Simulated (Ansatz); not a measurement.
**Sc4Co7Ge6: do the settings matter for the field gradients?**

Cell: a computed structure from the Materials Project (it need not be an observed phase), atoms as given.

Space group Im-3m (No. 229); a = 7.8544 Å.

```csv
site,Wyckoff,site symmetry,x,y,z
Sc,8c,.-3m,0.2500,0.2500,0.7500
Co5,12d,-4m.2,0.0000,0.5000,0.2500
Co11,2a,m-3m,0.0000,0.0000,0.0000
Ge,12e,4m.m,0.0000,0.0000,0.6826
```

One atom of each set is listed; the run and its k-mesh use a cell of 17 atoms with edges of 6.80, 6.80, 6.80 Å.

Reference run. Level of theory: DFT, PBE, plane waves and PAW, scalar-relativistic, collinear spin, 420 eV cutoff, Γ-centred 6×6×6 k-points, Fermi–Dirac smearing 0.05 eV (Ansatz 0.2.0). Start moments as typed (μB): 2 on each Co, none on the rest.

**Question.** The input is changed as follows: `basis.ecutrho_ratio`: not typed → 2; `scf.max_iter`: not typed → 100. What happens to V_zz (10²¹ V/m²) and η?

**Answer.** 

```json
{"site": "Sc", "V_zz reference": "5.46", "η reference": "0.00", "V_zz changed": "5.23", "η changed": "0.00"}
{"site": "Co5", "V_zz reference": "3.02", "η reference": "0.00", "V_zz changed": "2.91", "η changed": "0.00"}
{"site": "Ge", "V_zz reference": "2.85", "η reference": "0.00", "V_zz changed": "2.43", "η changed": "0.00"}
```

The largest change of V_zz is on Ge, from 2.85 to 2.43. In per cent, |V_zz| changes by -4 on Sc, -4 on Co, -15 on Ge (all sites that start above 2). Sites without a gradient aren't listed. SCF iterations: 19 and 19. New warnings: cutoff below recommended. The changed input holds a density cutoff far too low, so its numbers aren't properties of the crystal.

On the reference run: The run finds no gap above 0.1 eV (a metal, or nearly one), so the gradients can move by 10 % or more with the k-mesh. With these PAW files V_zz is typically within 2 to 3 % of all-electron values, but misses above 10 % occur on Co. The start moments die out, and the run ends without spin.
